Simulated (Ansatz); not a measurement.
CdSn2O:
```yaml
crystal:
  lattice:
    - [1.97347, 1.13938, 7.48004]
    - [-1.97347, 1.13938, 7.48004]
    - [0.00000, -2.27876, 7.48004]
  atoms:
    - { symbol: Cd, position: [0.97052, 0.97052, 0.97052] }
    - { symbol: O, position: [0.86802, 0.86802, 0.86802] }
    - { symbol: Sn, position: [0.52386, 0.52386, 0.52386] }
    - { symbol: Sn, position: [0.38758, 0.38758, 0.38758] }
```

Relaxed with PBE.

Q: Which orbitals make up the states near the Fermi level in PBE (plane waves, PAW; program Ansatz)?

A: Within 0.5 eV of the Fermi level: Sn 5p 63 %, Sn 5s 12 %, O 2p 12 %, outside the projected shells 7 %. Projections are on Löwdin-orthogonalised atomic valence shells; empty p or d shells of many metals are not among them.

Q: Tabulate the density of states.

A: States/eV per cell of 4 atoms, in 0.25 eV bins, energy from the Fermi level.

| E (eV) | total | Sn 5p | O 2p | Sn 5s |
|---|---|---|---|---|
| -7.85 | 3.39 | 0.26 | 0.74 | 1.75 |
| -7.60 | 0.41 | 0.04 | 0.07 | 0.20 |
| -7.35 | 0.18 | 0.03 | 0.04 | 0.08 |
| -7.10 | 0.83 | 0.13 | 0.15 | 0.39 |
| -6.85 | 1.31 | 0.20 | 0.22 | 0.65 |
| -6.60 | 2.11 | 0.30 | 0.33 | 1.11 |
| -6.35 | 1.97 | 0.29 | 0.23 | 1.12 |
| -6.10 | 1.55 | 0.20 | 0.21 | 0.94 |
| -5.85 | 0.05 | 0.01 | 0.01 | 0.03 |
| -5.60 | 0.47 | 0.13 | 0.21 | 0.08 |
| -5.35 | 1.88 | 0.53 | 1.06 | 0.15 |
| -5.10 | 2.24 | 0.57 | 1.41 | 0.10 |
| -4.85 | 3.19 | 0.67 | 2.19 | 0.11 |
| -4.60 | 3.31 | 0.55 | 2.22 | 0.12 |
| -4.35 | 4.61 | 0.42 | 3.20 | 0.21 |
| -4.10 | 0.47 | 0.04 | 0.39 | 0.01 |
| -3.85 | 0.34 | 0.06 | 0.23 | 0.02 |
| -3.60 | 0.49 | 0.13 | 0.27 | 0.04 |
| -3.35 | 1.03 | 0.43 | 0.37 | 0.07 |
| -3.10 | 2.04 | 0.96 | 0.61 | 0.13 |
| -2.85 | 2.81 | 1.38 | 0.78 | 0.17 |
| -2.60 | 1.15 | 0.51 | 0.39 | 0.11 |
| -2.35 | 0.72 | 0.43 | 0.16 | 0.07 |
| -2.10 | 2.25 | 1.12 | 0.63 | 0.28 |
| -1.85 | 2.84 | 1.44 | 0.71 | 0.42 |
| -1.60 | 1.30 | 0.64 | 0.28 | 0.24 |
| -1.35 | 1.00 | 0.54 | 0.18 | 0.18 |
| -1.10 | 1.54 | 0.87 | 0.26 | 0.22 |
| -0.85 | 2.47 | 1.36 | 0.42 | 0.37 |
| -0.60 | 1.38 | 0.83 | 0.18 | 0.21 |
| -0.35 | 1.00 | 0.63 | 0.13 | 0.14 |
| -0.10 | 1.65 | 1.00 | 0.25 | 0.22 |
| 0.15 | 1.01 | 0.69 | 0.09 | 0.10 |
| 0.40 | 1.42 | 0.90 | 0.14 | 0.14 |
| 0.65 | 1.84 | 1.09 | 0.22 | 0.20 |
| 0.90 | 1.81 | 1.11 | 0.17 | 0.17 |
| 1.15 | 2.16 | 1.41 | 0.16 | 0.15 |
| 1.40 | 2.20 | 1.45 | 0.17 | 0.12 |
| 1.65 | 2.15 | 1.36 | 0.20 | 0.12 |
| 1.90 | 2.62 | 1.61 | 0.25 | 0.16 |
| 2.15 | 2.44 | 1.50 | 0.21 | 0.12 |
| 2.40 | 2.39 | 1.48 | 0.19 | 0.10 |
| 2.65 | 1.79 | 1.21 | 0.12 | 0.07 |
| 2.90 | 2.07 | 1.34 | 0.14 | 0.07 |
| 3.15 | 1.67 | 0.96 | 0.13 | 0.06 |
| 3.40 | 1.58 | 0.85 | 0.11 | 0.05 |
| 3.65 | 1.46 | 0.78 | 0.09 | 0.05 |
| 3.90 | 1.74 | 0.91 | 0.11 | 0.05 |
| 4.15 | 1.61 | 0.77 | 0.10 | 0.03 |
| 4.40 | 2.17 | 1.11 | 0.15 | 0.02 |
| 4.65 | 2.93 | 1.54 | 0.23 | 0.02 |

Space group R3m. The start of the workflow was typed in or built on a structure type; neither database checked (COD, Materials Project) lists it. Whether it is the stable phase at ambient conditions was not checked. The PBE relaxation kept the symmetry of its start; whether a distortion lowers the energy is not shown. The volume moved by 29 % from the start of the relaxation. Scalar-relativistic: spin–orbit coupling is off unless named, which matters more the heavier the elements.

Potentials: the earlier of the program's two PAW sets.
